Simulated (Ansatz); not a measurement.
Ta₂Ni in space group I4/mcm (No. 140; Ta on 8h, Ni on 4a), PBE (plane waves, PAW; program Ansatz), all energies at zero smearing, with the estimated change up to a 700 eV cutoff added, with one set of potentials and settings (totals compare only within such a set). Cell of 6 atoms (4 Ta, 2 Ni): -51409.938 eV.

| element | reference phase | E (eV/atom) |
|---|---|---|
| Ta | Im-3m, 1 atoms in the cell | -9932.2522 |
| Ni | Fm-3m, 1 atoms in the cell, spin-polarised | -5839.7239 |

Formation energy per atom, worked out: (-51409.938 − 4×(-9932.2522) − 2×(-5839.7239))/6 = -0.247 eV/atom (-24 kJ per mol of atoms), at 0 K, without zero-point energy or fitted corrections.

The workflow started from a Materials Project entry (that database holds measured and hypothetical structures alike); the Crystallography Open Database files this formula in space group No. 140, but the cells were not matched. Whether it is the stable phase at ambient conditions was not checked. Symmetry was held in the PBE relaxation; whether a distortion lowers the energy is not shown. No spin polarisation was allowed. The references are the lowest solids computed at this level, not always the standard phases. Spin–orbit coupling is left out wherever it is not named.

Potentials: the later of the program's two PAW sets.
